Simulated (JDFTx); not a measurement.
Reference run:

Al(100) slab cut from bulk Al (space group Fm-3m, indices of the conventional cell, lattice of the Materials Project entry mp-134, not re-optimised): 5 atoms in 5 planes, a 1x1 cell of 8.16 Å² (|a| = 2.856, |b| = 2.856 Å), 8.1 Å between the outermost planes, cell height 24.1 Å, 8×8×1 k mesh, Fermi smearing 0.01 Ha, no spin polarisation.

Reference level: PBE, GBRV ultrasoft potentials, plane waves to 20/100 Ha, in a modified build of JDFTx. Unrelaxed; liquid: linear PCM (GLSSA13), water, 1 M NaF. Potentials are on the SHE scale by the convention U = −μ/e − 4.44 V; references calibrated for a solvation model differ from this value.

| plane-wave cutoffs | work function (eV) | U_pzc (V) | mean C above U_pzc (μF/cm²) | k states × plane waves | cycles, vacuum run | rough core time, vacuum run |
|---|---|---|---|---|---|---|
| 10/50 Ha | 4.29 | -0.41 | 17 over 0.5 V | 15 × 2003 | 19 | 70 s |
| 12/60 Ha | 4.29 | -0.41 | 17 over 0.5 V | 15 × 2636 | 17 | 70 s |
| 15/75 Ha | 4.29 | -0.41 | 17 over 0.5 V | 15 × 3681 | 17 | 50 s |
| 20/100 Ha | 4.29 | -0.41 | 17 over 0.5 V | 15 × 5671 | 18 | 3 min |
| 25/125 Ha | 4.29 | -0.41 | 17 over 0.5 V | 15 × 7921 | 17 | 2 min |
| 30/150 Ha | 4.29 | -0.41 | 17 over 0.5 V | 15 × 10413 | 18 | 2 min |

The work function stays within 0.01 eV over all these settings; capacitances repeat to about ±0.2 μF/cm². The times are rough (shared hosts); only ratios past two mean anything.
